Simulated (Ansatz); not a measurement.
In14O24Sn2:
```xyz
40
Lattice="7.2917 5.1655 0.0000 -7.2917 5.1655 0.0000 -7.2841 0.0000 7.3167" Properties=species:S:1:pos:R:3 pbc="T T T"
In    -3.6421     5.1655     3.6583
In     0.0000     5.1655     0.0000
In    -1.8210     2.2412     1.8292
In    -3.4013     5.1484     7.0694
In    -7.5248     5.1484     3.9056
In     1.5834     2.5939     1.5857
In    -5.2255     2.5939     2.0726
In    -5.4631     2.9313     5.4875
In     0.2407     5.1826     3.4111
In    -8.8675     7.7371     5.7309
In    -3.8828     5.1826     0.2472
In    -2.0586     7.7371     5.2440
In    -5.4631     8.0898     5.4875
In    -1.8210     7.3997     1.8292
O     -2.0312     1.3942     3.9271
O     -1.6309     8.9915     0.3312
O     -2.0111     8.9915     3.3271
O     -3.9435     6.5515     5.4089
O     -6.9826     6.5515     5.5660
O     -7.2546     6.0896     1.9452
O      3.6126     6.0896     1.7132
O     -7.5718     3.7268     5.6362
O     -0.3015     3.7795     1.7506
O     -0.0295     4.2414     5.3715
O     -5.2730     1.3395     3.9895
O     -3.3406     3.7795     1.9077
O     -5.6532     1.3395     6.9855
O    -10.8967     4.2414     5.6035
O     -1.6635     6.1742     3.7027
O     -9.2627     6.1742     7.2722
O     -8.8949     1.3942     7.0479
O     -5.2529     8.9368     3.3895
O     -5.6206     4.1568     3.6139
O      1.9786     4.1568     0.0444
O      1.6108     8.9368     0.2688
O     -3.9297     6.6041     1.9779
O      0.2877     6.6041     1.6804
O     -3.3544     3.7268     5.3387
Sn    -3.6421     0.0000     3.6583
Sn     0.0000     0.0000     0.0000
```

Relaxed with PBE. Special points in fractions of this cell's reciprocal vectors: Γ (0.000, 0.000, 0.000); C (0.500, 0.500, 0.000); C2 (-0.500, 0.500, 0.000); Y2 (-0.500, 0.500, 0.000); M2 (-0.500, 0.500, 0.500); D (-0.251, 0.749, 0.500); D2 (0.251, 0.251, 0.500); A (0.000, 0.000, 0.500); L2 (0.000, 0.500, 0.500); V2 (0.000, 0.500, 0.000).

Q: List the band energies nearest the Fermi level at these points for DFT-PBE in the program Ansatz with PAW potentials.

A: In eV from the Fermi level; about four levels below and three above (degenerate sets whole), none deeper than 8.9 eV; points with the same levels are listed once.

| k | below | above |
|---|---|---|
| Γ | -3.12 -3.07 -3.05 -2.37 | 1.49 1.75 1.95 1.96 |
| C | -3.24 -3.24 -3.16 -3.15 | 0.37 0.52 0.68 |
| M2 | -3.11 -3.11 -0.25 -0.25 | 1.31 1.31 1.52 1.52 |
| D | -3.12 -3.12 -3.10 -3.10 | 0.22 0.22 0.42 0.42 |
| A | -3.05 -3.05 -0.30 -0.30 | 1.33 1.33 1.53 1.53 |
| L2 | -3.08 -3.07 -0.29 -0.25 | 1.30 1.34 1.50 |
| V2 | -3.09 -3.07 -0.36 -0.17 | 1.12 1.50 1.52 |

Space group C2/c. The start of the workflow was typed in or built on a structure type; neither database checked (COD, Materials Project) lists it. Whether it is the stable phase at ambient conditions was not checked. The PBE relaxation kept the symmetry of its start; whether a distortion lowers the energy is not shown. A small band overlap can be real or an error of a semilocal functional. Scalar-relativistic: spin–orbit coupling is off unless named, which matters more the heavier the elements.

Potentials: the later of the program's two PAW sets.
